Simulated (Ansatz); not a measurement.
**Electric field gradients in Li2ICl**

Level of theory: Ansatz, DFT PBE, scalar-relativistic, plane waves, PAW. Plane waves to 420 eV; Γ-centred k mesh 6×6×4; fixed occupations. No spin polarisation.

Equilibrium structure at this level:
```xyz
4
Lattice="4.0327 0.0000 0.0000 0.0000 4.0327 0.0000 0.0000 0.0000 5.5934" Properties=species:S:1:pos:R:3 pbc="T T T"
Li    0.0000    0.0000    0.0000
Li    2.0163    2.0163    2.7967
I     2.0163    2.0163    0.0000
Cl    0.0000    0.0000    2.7967
```

The cell was built by swapping an element in a database structure (itself possibly hypothetical) and relaxing; it need not be the stable form of this composition. Spin–orbit coupling is left out, which matters for gradients at heavy nuclei.

Problem. Give V_zz (10²¹ V/m²) and the asymmetry η at each distinct site.

Solution.
```csv
atom,V_zz,η
Li (atom 1),0.015,0.00
Li (atom 2),-0.032,0.00
I (atom 3),1.29,0.00
Cl (atom 4),0.172,0.00
```